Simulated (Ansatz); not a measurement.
The relaxed structure here is a generated cell of Ti: the first start was made by placing the elements on the sites of a structure type, and the end was not matched to a known phase here, so it may be hypothetical. Known forms of Ti include space group No. 194.

A relaxed cell of Ti (I-43d (No. 220)), relaxed on a k-mesh at least as fine as the one used below. Computed with PBEsol (plane waves to 420 eV, PAW, scalar-relativistic; Ansatz, a program for electronic structure). Γ-centred k-mesh 7×7×7 on the run's cell (coarser than for final values), Fermi–Dirac smearing 0.05 eV.

```yaml
crystal:
  lattice:
    - [-3.21702, 3.21702, 3.21702]
    - [3.21702, -3.21702, 3.21702]
    - [3.21702, 3.21702, -3.21702]
  atoms:
    - { symbol: Ti, position: [0.45965, 0.45965, 0.45965] }
    - { symbol: Ti, position: [0.50000, 0.00000, 0.04035] }
    - { symbol: Ti, position: [0.00000, 0.04035, 0.50000] }
    - { symbol: Ti, position: [0.04035, 0.50000, 0.00000] }
    - { symbol: Ti, position: [0.95965, 0.95965, 0.95965] }
    - { symbol: Ti, position: [0.50000, 0.00000, 0.54035] }
    - { symbol: Ti, position: [0.00000, 0.54035, 0.50000] }
    - { symbol: Ti, position: [0.54035, 0.50000, 0.00000] }
```

The atoms are displaced by (Å):

```tsv
atom	ux	uy	uz
Ti1	-0.009	0.074	-0.070
Ti2	0.065	-0.001	0.119
Ti3	0.108	0.035	-0.054
Ti4	0.030	-0.107	-0.052
Ti5	-0.028	-0.062	-0.160
Ti6	0.037	-0.136	0.107
Ti7	0.004	-0.076	-0.029
Ti8	-0.130	-0.007	0.129
```

What forces (eV/Å) and pressure result?


| atom | Fx | Fy | Fz |
|---|---|---|---|
| Ti1 | -0.13 | -1.45 | 0.45 |
| Ti2 | -0.39 | -0.55 | -0.57 |
| Ti3 | -0.32 | -0.23 | 0.19 |
| Ti4 | -0.73 | 0.74 | 0.44 |
| Ti5 | 0.46 | 0.67 | 1.24 |
| Ti6 | -0.47 | 0.56 | -0.79 |
| Ti7 | 0.18 | 0.65 | 0.41 |
| Ti8 | 1.40 | -0.38 | -1.37 |

Pressure +1.9 GPa.

Estimate the energy cost of the displacement in the harmonic approximation and compare with the calculation.

For a harmonic well ΔE = −½ Σ F·u = 0.628 eV a cell, or 79 meV/atom. The calculated energy relative to the undisplaced cell is +0.07 eV/atom, so the harmonic estimate holds well.

The undisplaced cell is probably no minimum: from this displacement the run went on to P6₃/mmc (No. 194), 0.06 eV/atom below it.

No spin polarisation in the result.
